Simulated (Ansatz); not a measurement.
### Question
Hill shear modulus from LDA minus that from PBE (% of the latter), each on its own relaxed cell (Ansatz, a program for electronic structure, plane waves, PAW; no spin–orbit coupling, no Hubbard U), over 25 phases of the class «halides»: what sign and size do you expect?

### Answer
Mean 27 %, median 27 %, mean absolute 27 %; eight in ten lie between 15 and 36 %, and 100 % are above zero.

Some cases that may be named, with their rank among the 25 from the lowest: PbF2, fluorite 12 % (rank 1); CuCl, zinc blende 13 % (rank 2); KF, rock salt 27 % (rank 12); RbCl, rock salt 27 % (rank 13); LiBr, rock salt 36 % (rank 24); AgBr, rock salt 44 % (rank 25).

The phases are those computed here (of each formula those with measured values and the lowest at some level), not a balanced benchmark, and neither functional is the truth. Pairs that end in unlike spin orders or unlike minima (c/a over 6 % apart, 30 % for weakly bound crystals), magnets with 4f shells, solids of gases and phases set aside for tests are left out, and so are metals.

All cells were relaxed under the symmetry of their starts (and spin orders); stability against distortions was not tested throughout. Named crystals with no word on spin ran without spin polarisation. Spin–orbit coupling is left out wherever it is not named.

Potentials: the later of the program's two PAW sets.

Ansatz is a plane-wave DFT program.
